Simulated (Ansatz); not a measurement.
Input file for Ansatz (a quantum-chemistry and plane-wave program):

Ansatz 0.2 input:
```yaml
crystal:
  lattice:
    - [3.0946746182, 0.0, 0.0]
    - [-1.5473373091, 2.6800668358, 0.0]
    - [0.0, 0.0, 4.9220243205]
  atoms:
    - { symbol: Ta, position: [0.3333333333, 0.6666666667, 0.253090738] }
    - { symbol: Ta, position: [0.6666666667, 0.3333333333, 0.746909262] }
    - { symbol: C, position: [0.0, 0.0, 0.0] }
kpoints:
  mp_grid: { grid: [27, 27, 15] }
hamiltonian:
  xc: pbesol
  pseudopotentials: { kind: paw }
scf:
  occupations: { method: fermi_dirac, width: 0.1 }
elastic: { mode: relaxed_ion, stencil: two_point, amplitude: 0.005, f_tol: 0.0005 }
```

Output (shortened):

```
Pseudopotentials: kind: paw
Pseudopotential: Ta, paw, valence charge 13
Pseudopotential: C, paw, valence charge 4
Functional definition: PBEsol
Crystal: 3 atoms, lattice volume = 40.823 Å³
Basis set: ecut = 420 eV, 785 PW (Γ), exchange–correlation on 48×48×72 points (8 copies of the dense FFT grid, shifted against one another)
Bands: 19, of which v1, the nominal top of the filled ones, is band 15 counted from 1 (14 counted from 0)
Symmetry: 12 space group operations
Space group: P-3m1 (ITA 164), of the structure as read, at distance tolerance 3.4e-5 Å
k-points: 1027 of 10935
PAW frozen core: Ta, regenerated for the run's functional, and the local potential with it
PAW frozen core: C, regenerated for the run's functional, and the local potential with it
Initial wavefunctions: pseudopotential atomic-orbital guess
Eigensolver: davidson
Functional: x = pbesol(κ = 0.804, μ = 0.12345679012345678), c = pbesol(β = 0.046)
all-band conjugate gradients solve this SCF's bands
SCF 1 converged in 10 iterations: F = -19861.686202 eV  dr2 = 1.78e-14
relax step   1: F+E_penalty+E_count = -19861.68620154 eV  Δ(F+E_penalty+E_count) = +0.000e0 eV  max|allowed force component| = 2.967e-2 eV/Å  Δτ_max = 0.0000 Å  (10 SCF iters, accepted)
Crystal: 3 atoms, lattice volume = 40.823 Å³
Initial density: handed on by an earlier stage of this run
Initial wavefunctions: pseudopotential atomic-orbital guess (no wavefunctions were taken with the density)
SCF 2 converged in 10 iterations: F = -19861.686185 eV  dr2 = 9.31e-15
relax step   2: F+E_penalty+E_count = -19861.68618484 eV  Δ(F+E_penalty+E_count) = +1.671e-5 eV  max|allowed force component| = 3.764e-2 eV/Å  Δτ_max = 0.0021 Å  (10 SCF iters, rejected (line search))
density extrapolation: transplant  |δρ|_rms = 4.235e-2 e/Å³  SAD shift = 2.108e-3 e/Å³
Crystal: 3 atoms, lattice volume = 40.823 Å³
Initial wavefunctions: those handed on with the density
SCF 3 converged in 8 iterations: F = -19861.686229 eV  dr2 = 1.64e-14
relax step   3: F+E_penalty+E_count = -19861.68622913 eV  Δ(F+E_penalty+E_count) = -2.759e-5 eV  max|allowed force component| = 2.314e-5 eV/Å  Δτ_max = 0.0009 Å  (8 SCF iters, accepted)
Crystal: 3 atoms, lattice volume = 40.823 Å³
SCF 4 converged in 10 iterations: F = -19861.686229 eV  dr2 = 6.00e-16
Crystal: 3 atoms, lattice volume = 40.619 Å³
Symmetry: 4 space group operations
k-points: 2842 of 10935
SCF 5 converged in 9 iterations: F = -19861.684453 eV  dr2 = 9.51e-14
relax step   1: F+E_penalty+E_count = -19861.68445309 eV  Δ(F+E_penalty+E_count) = +0.000e0 eV  max|allowed force component| = 3.880e-2 eV/Å  Δτ_max = 0.0000 Å  (9 SCF iters, accepted)
density extrapolation: transplant  |δρ|_rms = 4.252e-2 e/Å³  SAD shift = 2.191e-3 e/Å³
Crystal: 3 atoms, lattice volume = 40.619 Å³
SCF 6 converged in 8 iterations: F = -19861.684500 eV  dr2 = 1.72e-14
relax step   2: F+E_penalty+E_count = -19861.68450030 eV  Δ(F+E_penalty+E_count) = -4.721e-5 eV  max|allowed force component| = 2.060e-3 eV/Å  Δτ_max = 0.0012 Å  (8 SCF iters, accepted)
density extrapolation: transplant  |δρ|_rms = 4.253e-2 e/Å³  SAD shift = 1.235e-4 e/Å³
Crystal: 3 atoms, lattice volume = 40.619 Å³
SCF 7 converged in 7 iterations: F = -19861.684501 eV  dr2 = 3.58e-15
relax step   3: F+E_penalty+E_count = -19861.68450054 eV  Δ(F+E_penalty+E_count) = -2.399e-7 eV  max|allowed force component| = 1.293e-3 eV/Å  Δτ_max = 0.0001 Å  (7 SCF iters, accepted)
density extrapolation: transplant  |δρ|_rms = 4.253e-2 e/Å³  SAD shift = 2.044e-4 e/Å³
Crystal: 3 atoms, lattice volume = 40.619 Å³
SCF 8 converged in 6 iterations: F = -19861.684501 eV  dr2 = 1.59e-14
relax step   4: F+E_penalty+E_count = -19861.68450069 eV  Δ(F+E_penalty+E_count) = -1.511e-7 eV  max|allowed force component| = 1.244e-5 eV/Å  Δτ_max = 0.0001 Å  (6 SCF iters, accepted)
Crystal: 3 atoms, lattice volume = 40.619 Å³
SCF 9 converged in 4 iterations: F = -19861.684501 eV  dr2 = 6.07e-14
Crystal: 3 atoms, lattice volume = 41.027 Å³
Basis set: ecut = 420 eV, 793 PW (Γ), exchange–correlation on 48×48×72 points (8 copies of the dense FFT grid, shifted against one another)
SCF 10 converged in 9 iterations: F = -19861.684767 eV  dr2 = 6.00e-14
relax step   1: F+E_penalty+E_count = -19861.68476677 eV  Δ(F+E_penalty+E_count) = +0.000e0 eV  max|allowed force component| = 3.766e-2 eV/Å  Δτ_max = 0.0000 Å  (9 SCF iters, accepted)
density extrapolation: transplant  |δρ|_rms = 4.222e-2 e/Å³  SAD shift = 2.083e-3 e/Å³
Crystal: 3 atoms, lattice volume = 41.027 Å³
SCF 11 converged in 8 iterations: F = -19861.684812 eV  dr2 = 1.37e-14
relax step   2: F+E_penalty+E_count = -19861.68481248 eV  Δ(F+E_penalty+E_count) = -4.571e-5 eV  max|allowed force component| = 1.641e-3 eV/Å  Δτ_max = 0.0012 Å  (8 SCF iters, accepted)
density extrapolation: transplant  |δρ|_rms = 4.220e-2 e/Å³  SAD shift = 1.111e-4 e/Å³
Crystal: 3 atoms, lattice volume = 41.027 Å³
SCF 12 converged in 6 iterations: F = -19861.684813 eV  dr2 = 6.42e-14
relax step   3: F+E_penalty+E_count = -19861.68481258 eV  Δ(F+E_penalty+E_count) = -9.851e-8 eV  max|allowed force component| = 2.821e-6 eV/Å  Δτ_max = 0.0001 Å  (6 SCF iters, accepted)
Crystal: 3 atoms, lattice volume = 41.027 Å³
SCF 13 converged in 4 iterations: F = -19861.684813 eV  dr2 = 4.01e-15
Crystal: 3 atoms, lattice volume = 40.619 Å³
Basis set: ecut = 420 eV, 773 PW (Γ), exchange–correlation on 48×48×72 points (8 copies of the dense FFT grid, shifted against one another)
SCF 14 converged in 9 iterations: F = -19861.684453 eV  dr2 = 8.11e-14
relax step   1: F+E_penalty+E_count = -19861.68445302 eV  Δ(F+E_penalty+E_count) = +0.000e0 eV  max|allowed force component| = 5.520e-2 eV/Å  Δτ_max = 0.0000 Å  (9 SCF iters, accepted)
density extrapolation: transplant  |δρ|_rms = 4.251e-2 e/Å³  SAD shift = 3.103e-3 e/Å³
Crystal: 3 atoms, lattice volume = 40.619 Å³
SCF 15 converged in 8 iterations: F = -19861.684546 eV  dr2 = 3.51e-14
relax step   2: F+E_penalty+E_count = -19861.68454588 eV  Δ(F+E_penalty+E_count) = -9.286e-5 eV  max|allowed force component| = 1.465e-3 eV/Å  Δτ_max = 0.0017 Å  (8 SCF iters, accepted)
density extrapolation: transplant  |δρ|_rms = 4.253e-2 e/Å³  SAD shift = 8.024e-5 e/Å³
Crystal: 3 atoms, lattice volume = 40.619 Å³
SCF 16 converged in 6 iterations: F = -19861.684546 eV  dr2 = 4.09e-14
relax step   3: F+E_penalty+E_count = -19861.68454594 eV  Δ(F+E_penalty+E_count) = -6.561e-8 eV  max|allowed force component| = 1.778e-6 eV/Å  Δτ_max = 0.0000 Å  (6 SCF iters, accepted)
Crystal: 3 atoms, lattice volume = 40.619 Å³
SCF 17 converged in 4 iterations: F = -19861.684546 eV  dr2 = 8.06e-15
Crystal: 3 atoms, lattice volume = 41.027 Å³
SCF 18 converged in 10 iterations: F = -19861.684487 eV  dr2 = 2.17e-15
relax step   1: F+E_penalty+E_count = -19861.68448734 eV  Δ(F+E_penalty+E_count) = +0.000e0 eV  max|allowed force component| = 5.577e-2 eV/Å  Δτ_max = 0.0000 Å  (10 SCF iters, accepted)
density extrapolation: transplant  |δρ|_rms = 4.221e-2 e/Å³  SAD shift = 3.041e-3 e/Å³
Crystal: 3 atoms, lattice volume = 41.027 Å³
SCF 19 converged in 8 iterations: F = -19861.684587 eV  dr2 = 3.09e-14
relax step   2: F+E_penalty+E_count = -19861.68458705 eV  Δ(F+E_penalty+E_count) = -9.971e-5 eV  max|allowed force component| = 2.738e-3 eV/Å  Δτ_max = 0.0017 Å  (8 SCF iters, accepted)
density extrapolation: transplant  |δρ|_rms = 4.219e-2 e/Å³  SAD shift = 1.570e-4 e/Å³
Crystal: 3 atoms, lattice volume = 41.027 Å³
SCF 20 converged in 7 iterations: F = -19861.684587 eV  dr2 = 3.10e-15
relax step   3: F+E_penalty+E_count = -19861.68458729 eV  Δ(F+E_penalty+E_count) = -2.405e-7 eV  max|allowed force component| = 3.563e-6 eV/Å  Δτ_max = 0.0001 Å  (7 SCF iters, accepted)
Crystal: 3 atoms, lattice volume = 41.027 Å³
SCF 21 converged in 4 iterations: F = -19861.684587 eV  dr2 = 6.40e-14
Crystal: 3 atoms, lattice volume = 40.823 Å³
SCF 22 converged in 9 iterations: F = -19861.685637 eV  dr2 = 1.24e-14
relax step   1: F+E_penalty+E_count = -19861.68563724 eV  Δ(F+E_penalty+E_count) = +0.000e0 eV  max|allowed force component| = 4.265e-2 eV/Å  Δτ_max = 0.0000 Å  (9 SCF iters, accepted)
density extrapolation: transplant  |δρ|_rms = 4.237e-2 e/Å³  SAD shift = 2.462e-3 e/Å³
Crystal: 3 atoms, lattice volume = 40.823 Å³
SCF 23 converged in 7 iterations: F = -19861.685735 eV  dr2 = 3.91e-14
relax step   2: F+E_penalty+E_count = -19861.68573473 eV  Δ(F+E_penalty+E_count) = -9.749e-5 eV  max|allowed force component| = 2.674e-2 eV/Å  Δτ_max = 0.0014 Å  (7 SCF iters, accepted)
density extrapolation: transplant  |δρ|_rms = 4.236e-2 e/Å³  SAD shift = 4.149e-3 e/Å³
Crystal: 3 atoms, lattice volume = 40.823 Å³
SCF 24 converged in 8 iterations: F = -19861.685798 eV  dr2 = 8.68e-15
relax step   3: F+E_penalty+E_count = -19861.68579761 eV  Δ(F+E_penalty+E_count) = -6.288e-5 eV  max|allowed force component| = 2.866e-3 eV/Å  Δτ_max = 0.0024 Å  (8 SCF iters, accepted)
density extrapolation: transplant  |δρ|_rms = 4.236e-2 e/Å³  SAD shift = 1.607e-4 e/Å³
Crystal: 3 atoms, lattice volume = 40.823 Å³
SCF 25 converged in 7 iterations: F = -19861.685798 eV  dr2 = 2.39e-15
relax step   4: F+E_penalty+E_count = -19861.68579787 eV  Δ(F+E_penalty+E_count) = -2.574e-7 eV  max|allowed force component| = 3.116e-6 eV/Å  Δτ_max = 0.0001 Å  (7 SCF iters, accepted)
Crystal: 3 atoms, lattice volume = 40.823 Å³
SCF 26 converged in 4 iterations: F = -19861.685798 eV  dr2 = 5.63e-14
Crystal: 3 atoms, lattice volume = 40.823 Å³
SCF 27 converged in 9 iterations: F = -19861.685642 eV  dr2 = 1.52e-14
relax step   1: F+E_penalty+E_count = -19861.68564184 eV  Δ(F+E_penalty+E_count) = +0.000e0 eV  max|allowed force component| = 4.248e-2 eV/Å  Δτ_max = 0.0000 Å  (9 SCF iters, accepted)
density extrapolation: transplant  |δρ|_rms = 4.237e-2 e/Å³  SAD shift = 6.566e-3 e/Å³
Crystal: 3 atoms, lattice volume = 40.823 Å³
SCF 28 converged in 8 iterations: F = -19861.685806 eV  dr2 = 1.11e-14
relax step   2: F+E_penalty+E_count = -19861.68580614 eV  Δ(F+E_penalty+E_count) = -1.643e-4 eV  max|allowed force component| = 1.997e-3 eV/Å  Δτ_max = 0.0037 Å  (8 SCF iters, accepted)
density extrapolation: transplant  |δρ|_rms = 4.236e-2 e/Å³  SAD shift = 2.583e-4 e/Å³
Crystal: 3 atoms, lattice volume = 40.823 Å³
SCF 29 converged in 7 iterations: F = -19861.685806 eV  dr2 = 2.54e-15
relax step   3: F+E_penalty+E_count = -19861.68580646 eV  Δ(F+E_penalty+E_count) = -3.161e-7 eV  max|allowed force component| = 4.635e-6 eV/Å  Δτ_max = 0.0001 Å  (7 SCF iters, accepted)
Crystal: 3 atoms, lattice volume = 40.823 Å³
SCF 30 converged in 4 iterations: F = -19861.685806 eV  dr2 = 4.63e-14
SCF converged after 10 iterations
Stability not checked: this state was not tested for a lower state beside it, because too few of the mixer's solves of this state at the end of the SCF gave a …
Free energy (F): -19861.686229 eV
Harris-Foulkes:  -19861.686229 eV  (|F-HF|=0.00e0)
Internal energy: -19861.661503 eV  (E = F + TS)
E sigma→0 (E₀):  -19861.673866 eV
Entropy (-TS):   -0.024727 eV (-8.242 meV/atom)
Fermi energy:    18.576543 eV
--- Per-component energies (eV) ---
  E_band       = -187.298404
  E_kinetic    = 822.543467
  E_local      = -1176.272835  (includes V_loc(G=0)·N_el)
  E_nonlocal   = 60.530260
  E_hartree    = 406.250888
  E_xc         = -483.412958
  E_vxc        = -469.168145  (∫ρ·V_xc dr)
  E_paw        = -16640.424500  (= ΣΔE_a)
  E_vpaw       = -237.433193  (= ΣTr[D̂ρ^β])
  E_aug_tail   = 0.000266  (compensation charges beyond the density's cutoff)
  E_ewald      = -2851.324484
  E_core_change = 0.448393  (= ΣΔE_core)
  E_smearing   = -0.024727  (= −TS)
  E_closure    = 0.000000  (closes the sum)
  Σ components = -19861.686229   (vs F -19861.686229, Δ=0.00e0)
--- Forces (eV/Å), atoms counted from 1 ---
  atom   1  Ta     0.00000000     0.00000000    -0.00002323
  atom   2  Ta     0.00000000     0.00000000     0.00002323
  atom   3  C      0.00000000     0.00000000     0.00000000
  max |Σ_I F_I| component: 0.0 eV/Å
--- Stress (GPa, compression-positive) ---
        0.108215       0.000000       0.000000
        0.000000       0.108215       0.000000
        0.000000       0.000000       0.000475
  P = ⅓ Tr σ = 0.0723 GPa (0.723 kbar)
  The stress holds the Pulay correction. Without it, at fixed plane waves, as pw.x and ABINIT print it: P = -0.1148 GPa
  The stress includes an estimate of the error left by incomplete SCF convergence (largest component  0.0000 GPa; it does not cover the PAW one-centre terms).
--- Band table (eV; the first three rows and the last of 1027) ---
  k-point 0: bands = ["-49.1360", "-49.0638", "-16.1584", "-15.4422", "-15.4422", "-15.3257", "-15.3257", "-15.2403", "5.5915", "11.7044", "14.9810", "14.9810", "15.5903", "18.5758", "19.1012", "19.1012", "19.7263", "19.7263", "20.9749"]
  k-point 1: bands = ["-49.1352", "-49.0646", "-16.1491", "-15.4409", "-15.4409", "-15.3270", "-15.3270", "-15.2510", "5.6112", "11.6710", "14.9687", "14.9687", "15.6174", "18.5205", "19.0556", "19.0556", "19.7676", "19.7676", "21.0556"]
  k-point 2: bands = ["-49.1329", "-49.0669", "-16.1215", "-15.4373", "-15.4373", "-15.3307", "-15.3307", "-15.2826", "5.6678", "11.5759", "14.9345", "14.9345", "15.6973", "18.3704", "18.9297", "18.9297", "19.9093", "19.9093", "21.2610"]
  k-point 1026: bands = ["-49.0566", "-49.0566", "-15.9735", "-15.9735", "-15.8552", "-15.8067", "-15.4038", "-15.4038", "7.5856", "12.8224", "12.8224", "14.4383", "16.9997", "17.4472", "17.4472", "19.9129", "21.0245", "21.0245", "23.7355"]
  band table: 19 of 19 bands, residual norms ≤ 1.0e-3 eV
--- Elastic constants: 3 strain directions × 2 members + reference (group order 12) ---
  dense FFT box of the reference and of every strained cell: 24×24×36
  strains applied: 11, 33, 23; error gains …
  reference relaxed by the batch: 3 steps …
  largest displacement 9.3e-4 Å; the constants are those of the deck's cell at these positions:
  atoms:
    - { symbol: Ta, position: [0.3333333333333333, 0.6666666666666666, 0.2529020496582229] }
    - { symbol: Ta, position: [0.6666666666666666, 0.3333333333333333, 0.7470979503417773] }
    - { symbol: C, position: [0.0, 0.0, 0.0] }
  C = ∂σ_k/∂η_j (tension-positive GPa; Voigt order 11 22 33 23 13 12):
       493.372    167.959    150.628    -49.028      0.000      0.000
       167.959    493.372    150.628     49.028      0.000      0.000
       150.538    150.538    520.960      0.000      0.000      0.000
       -49.029     49.029      0.000    133.651      0.000      0.000
         0.000      0.000      0.000      0.000    133.651    -49.029
         0.000      0.000      0.000      0.000    -49.028    162.706
  reference stress σ⁰ (GPa):     -0.108     -0.108      0.000      0.000      0.000      0.000
  moduli (Voigt/Reuss/Hill, GPa): K = 271.77/271.75/271.76   G = 155.24/138.53/146.88   E = 373.38   ν = 0.271
  mechanically stable: yes (min eigenvalue of sym C = 97.04 GPa)
  strain η (Voigt 11):  stress-route row diagonal C_11 = 493.37 GPa, energy-path curvature d²(F+E_count+ΔE)/dδ²/Ω₀ = 493.32 GPa
         δ    σ_11 (GPa)             F (eV)   n_scf  n_hpsi   n_pw
    -5.000e-3      -2.6152      -19861.6845007       4  811542    808   relax 4 steps, max|allowed force component| 1.24e-5 eV/Å
     5.000e-3       2.3185      -19861.6848126       4  830978    815   relax 3 steps, max|allowed force component| 2.82e-6 eV/Å
  strain η (Voigt 33):  stress-route row diagonal C_33 = 520.96 GPa, energy-path curvature d²(F+E_count+ΔE)/dδ²/Ω₀ = 520.92 GPa
         δ    σ_33 (GPa)             F (eV)   n_scf  n_hpsi   n_pw
    -5.000e-3      -2.6489      -19861.6845459       4  290992    809   relax 3 steps, max|allowed force component| 1.78e-6 eV/Å
     5.000e-3       2.5607      -19861.6845873       4  289482    815   relax 3 steps, max|allowed force component| 3.56e-6 eV/Å
  strain η (Voigt 23):  stress-route row diagonal C_44 = 133.65 GPa, energy-path curvature d²(F+E_count+ΔE)/dδ²/Ω₀ = 133.73 GPa
         δ    σ_23 (GPa)             F (eV)   n_scf  n_hpsi   n_pw
    -5.000e-3      -0.6779      -19861.6857979       4  795546    812   relax 4 steps, max|allowed force component| 3.12e-6 eV/Å
     5.000e-3       0.6586      -19861.6858065       4  797478    812   relax 3 steps, max|allowed force component| 4.64e-6 eV/Å
```

Cost: very roughly 50 core-minutes on shared cores.

The workflow started from a Materials Project entry (that database holds measured and hypothetical structures alike); the Crystallography Open Database files this formula in space group No. 164, but the cells were not matched. Whether it is the stable phase at ambient conditions was not checked. Symmetry was held in the PBEsol relaxation; of distortions, only those at the zone centre were tested. The run is not spin-polarised. As this level gives no gap, shear constants depend on the k-mesh and smearing (Fermi–Dirac, 0.1 eV here). Spin–orbit coupling is left out wherever it is not named.

Potentials: the later of the program's two PAW sets.

Ansatz is a plane-wave DFT program.
